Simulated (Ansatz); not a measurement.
Ansatz (a program for electronic structure) input:

Ansatz 0.2 input:
```yaml
crystal:
  lattice:
    - [2.9848428455, 1.7232998203, 3.9294801739]
    - [-2.9848428455, 1.7232998203, 3.9294801739]
    - [0.0, -3.4465996407, 3.9294801739]
  atoms:
    - { symbol: B, position: [0.1838279623, 0.7175389897, 0.1838279623] }
    - { symbol: B, position: [0.8161720377, 0.2824610103, 0.8161720377] }
    - { symbol: B, position: [0.1838279623, 0.1838279623, 0.7175389897] }
    - { symbol: B, position: [0.8161720377, 0.8161720377, 0.2824610103] }
    - { symbol: B, position: [0.7175389897, 0.1838279623, 0.1838279623] }
    - { symbol: B, position: [0.2824610103, 0.8161720377, 0.8161720377] }
    - { symbol: B, position: [0.0132424671, 0.3262333245, 0.0132424671] }
    - { symbol: B, position: [0.9867575329, 0.6737666755, 0.9867575329] }
    - { symbol: B, position: [0.0132424671, 0.0132424671, 0.3262333245] }
    - { symbol: B, position: [0.9867575329, 0.9867575329, 0.6737666755] }
    - { symbol: B, position: [0.3262333245, 0.0132424671, 0.0132424671] }
    - { symbol: B, position: [0.6737666755, 0.9867575329, 0.9867575329] }
    - { symbol: P, position: [0.4050490302, 0.4050490302, 0.4050490302] }
    - { symbol: P, position: [0.5949509698, 0.5949509698, 0.5949509698] }
kpoints:
  mp_grid: { grid: [4, 4, 4] }
hamiltonian:
  xc: hse06
  pseudopotentials: { kind: paw }
scf:
  n_extra_bands: 14
  occupations: { method: fixed }
output:
  eigenvalues: true
  eigenstates:
    e_range: [-9.0, 11.6]
    kpoints:
      - [-0.010417, -0.010417, 0.244792]  # VBM
      - [0.0, 0.0, 0.5]  # CBM
      - [0.0, 0.0, 0.0]  # GAMMA
      - [0.5, 0.5, 0.5]  # T
      - [0.5, 0.0, 0.0]  # L
      - [0.5, 0.0, 0.5]  # F
      - [0.3974439903, -0.3974439903, 0.0]  # S_0
      - [0.6025560097, 0.0, 0.3974439903]  # S_2
      - [0.5, -0.2948879805, 0.2948879805]  # H_0
      - [0.7051120195, 0.2948879805, 0.5]  # H_2
```

Output (shortened):

```
Pseudopotential: B, paw, valence charge 3
Pseudopotential: P, paw, valence charge 5
Functional definition: HSE06
davidson cushion auto → on  (no smearing: the cushion is to keep the highest requested band from converging to the state above it …
Crystal: 14 atoms, lattice volume = 121.274 Å³
Basis set: ecut = 420 eV, 2365 PW (Γ)
Bands: 37, of which v1, the nominal top of the filled ones, is band 23 counted from 1 (22 counted from 0)
Symmetry: 12 space group operations
Space group: R-3m (ITA 166), of the structure as read, at distance tolerance 4.9e-5 Å
k-points: 13 of 64
SCF iter   1: F=—  HF=-3386.466842 eV  |F-HF|=—  |Δ(HF+E_count)|=         —  Δρ=6.16e-3  dr2=1.27e-1  ethr=1.77e-3  ⟨swp⟩=8.5  Hψ=2672  notcnv=0
preconditioner: auto → none
SCF iter   2: F=—  HF=-3386.434554 eV  |F-HF|=—  |Δ(HF+E_count)|=   3.23e-2  Δρ=3.18e-3  dr2=2.46e-2  ethr=2.76e-4  ⟨swp⟩=4.0  Hψ=1465  notcnv=0
iter 3 solved again at ethr=2.67e-6 eV; its pass at ethr=5.34e-5 eV (dr2=1.23e-3 eV) is discarded
SCF iter   3: F=—  HF=-3386.428141 eV  |F-HF|=—  |Δ(HF+E_count)|=   6.41e-3  Δρ=1.34e-3  dr2=1.21e-3  ethr=2.67e-6  ⟨swp⟩=3.0  Hψ=2403  notcnv=0
SCF iter   4: F=-3386.428427 eV  HF=-3386.428446 eV  |F-HF|=1.91e-5  |Δ(HF+E_count)|=   3.05e-4  Δρ=3.61e-4  dr2=1.27e-4  ethr=2.62e-6  ⟨swp⟩=3.0  Hψ=1169  notcnv=0
SCF 1 stopped early in 4 iterations: F = -3386.428427 eV  dr2 = 1.27e-4
Crystal: 14 atoms, lattice volume = 121.274 Å³
Exchange kernel: α = 0.2500, screened, ω = 0.2079 Å⁻¹, Wigner–Seitz truncation, v(0) = 1045.8512 eV·Å³, q-mesh 4×4×4, nearest image of the exchange supercell L …
Frozen-core exchange: fock
SCF iter   1: F=—  HF=-3389.101505 eV  |F-HF|=—  |Δ(HF+E_count)|=         —  Δρ=4.41e-3  dr2=1.35e-2  ethr=2.76e-6  ⟨swp⟩=7.7  Hψ=2545  notcnv=0
preconditioner: auto → none
SCF iter   2: F=—  HF=-3389.095748 eV  |F-HF|=—  |Δ(HF+E_count)|=   5.76e-3  Δρ=2.00e-3  dr2=2.88e-3  ethr=2.76e-6  ⟨swp⟩=3.3  Hψ=1552  notcnv=0
SCF iter   3: F=—  HF=-3389.104017 eV  |F-HF|=—  |Δ(HF+E_count)|=   8.27e-3  Δρ=5.21e-4  dr2=1.76e-4  ethr=2.76e-6  ⟨swp⟩=4.0  Hψ=1568  notcnv=0
SCF iter   4: F=—  HF=-3389.103955 eV  |F-HF|=—  |Δ(HF+E_count)|=   6.14e-5  Δρ=7.43e-5  dr2=1.59e-5  ethr=3.46e-7  ⟨swp⟩=2.7  Hψ=1086  notcnv=0
SCF iter   5: F=-3389.104068 eV  HF=-3389.104070 eV  |F-HF|=2.34e-6  |Δ(HF+E_count)|=   1.15e-4  Δρ=7.07e-5  dr2=4.49e-6  ethr=7.77e-9  ⟨swp⟩=5.2  Hψ=1837  notcnv=0
SCF 2 stopped early in 5 iterations: F = -3389.104068 eV  dr2 = 4.49e-6
hybrid outer 1: dexx = +1.050e-2 eV, tail = 1.84e-5 eV
Crystal: 14 atoms, lattice volume = 121.274 Å³
Exchange kernel: α = 0.2500, screened, ω = 0.2079 Å⁻¹, Wigner–Seitz truncation, v(0) = 1045.8512 eV·Å³, q-mesh 4×4×4, nearest image of the exchange supercell L …
Frozen-core exchange: fock
SCF iter   1: F=—  HF=-3389.103976 eV  |F-HF|=—  |Δ(HF+E_count)|=         —  Δρ=1.33e-5  dr2=2.67e-7  ethr=2.00e-7  ⟨swp⟩=3.2  Hψ=1103  notcnv=0
preconditioner: auto → none
iter 2 solved again at ethr=3.60e-11 eV; its pass at ethr=5.49e-10 eV (dr2=1.65e-8 eV) is discarded
SCF iter   2: F=-3389.103976 eV  HF=-3389.103976 eV  |F-HF|=6.52e-10  |Δ(HF+E_count)|=   1.37e-8  Δρ=6.41e-6  dr2=3.29e-8  ethr=3.60e-11  ⟨swp⟩=2.2  Hψ=2743  notcnv=0
SCF 3 converged in 2 iterations: F = -3389.103976 eV  dr2 = 3.29e-8
hybrid outer 2: dexx = +1.456e-7 eV, tail = 6.93e-8 eV, Δε = 1.33e-3 eV (about 1.11e-4 eV left of the loop's levels)
NSCF: frozen V_eff on 10 k-points
hybrid SCF converged: 2 outer / 7 inner (+4 warm-up), last move |dexx| = 1.46e-7 eV, tail = 6.93e-8 eV
Stability not checked (fock_operator)
Free energy (F): -3389.103976 eV
Frozen-core exchange: fock
Harris-Foulkes:  -3389.103976 eV  (|F-HF|=6.52e-10)
Internal energy: -3389.103976 eV  (E = F + TS)
E sigma→0 (E₀):  -3389.103976 eV
Fermi energy:    7.343699 eV
--- Per-component energies (eV) ---
  E_band       = 52.806622
  E_kinetic    = 744.864648
  E_local      = -533.307414  (includes V_loc(G=0)·N_el)
  E_nonlocal   = 200.085974
  E_hartree    = 163.865353
  E_xc         = -421.771138
  E_vxc        = -476.844781  (∫ρ·V_xc dr)
  E_exx        = -81.700508  (= α·E_x^exact, valence–valence)
  E_paw        = -2096.545805  (= ΣΔE_a)
  E_vpaw       = -46.321091  (= ΣTr[D̂ρ^β])
  E_aug_tail   = -0.000028  (compensation charges beyond the density's cutoff)
  E_ewald      = -1364.293076
  E_core_change = -0.301982  (= ΣΔE_core)
  E_smearing   =  0.000000  (= −TS)
  E_closure    =  0.000000  (closes the sum)
  Σ components = -3389.103976   (vs F -3389.103976, Δ=0.00e0)
  [band-id]    e_kinetic+e_local+e_nonlocal+2·e_hartree+e_vxc+2·e_exx+e_vpaw+e_augmentation_tail = 52.806999   (vs E_band 52.806622, Δ=3.76e-4)
--- Band table (eV; the first three rows and the last of 13) ---
  k-point 0: bands = ["-9.2396", "-5.7087", "-4.0201", "-4.0201", "-3.7727", "-2.4620", "-1.0917", "-1.0917", "0.1366", "0.1366", "0.7837", "1.6637", "1.9125", "1.9125", "3.3326", "4.7867", "4.7867", "4.9825", "5.6991", "6.7604", "6.7604", "7.1342", "7.1342", …
  k-point 1: bands = ["-8.9690", "-6.4999", "-4.0276", "-3.9849", "-3.4572", "-3.0632", "-0.9023", "-0.5942", "-0.3192", "0.6794", "1.0822", "1.4230", "2.8953", "2.9920", "3.7904", "3.9254", "4.2047", "5.1786", "5.6435", "5.9180", "6.3205", "6.4729", …
  k-point 2: bands = ["-8.5044", "-7.3403", "-4.0271", "-3.9402", "-3.6289", "-2.9669", "-1.1439", "-0.8045", "0.0782", "0.8735", "1.8916", "2.5684", "2.6550", "3.2233", "3.7749", "4.0688", "4.4122", "5.1182", "5.1817", "5.4713", "5.7643", "5.8740", "7.1273", …
  k-point 12: bands = ["-8.3895", "-6.4839", "-4.3406", "-4.3406", "-4.2412", "-4.1667", "-1.6376", "-1.6376", "1.3530", "1.3530", "1.7533", "2.8826", "3.7422", "3.7422", "4.0804", "4.0804", "4.7347", "5.5897", "6.0059", "6.0059", "6.4620", "6.4620", …
```

Cost: around 3 core-minutes (rough) on shared cores.

The points marked VBM and CBM come from a semilocal run.

The first step of the workflow began from a Materials Project structure, measured or hypothetical; the Crystallography Open Database copy checked does not list it. Whether it is the stable phase at ambient conditions was not checked. The PBEsol relaxation kept the symmetry of its start; its stability against distortions is not shown here.

Potentials: the later of the program's two PAW sets.

Ansatz is a plane-wave DFT program.
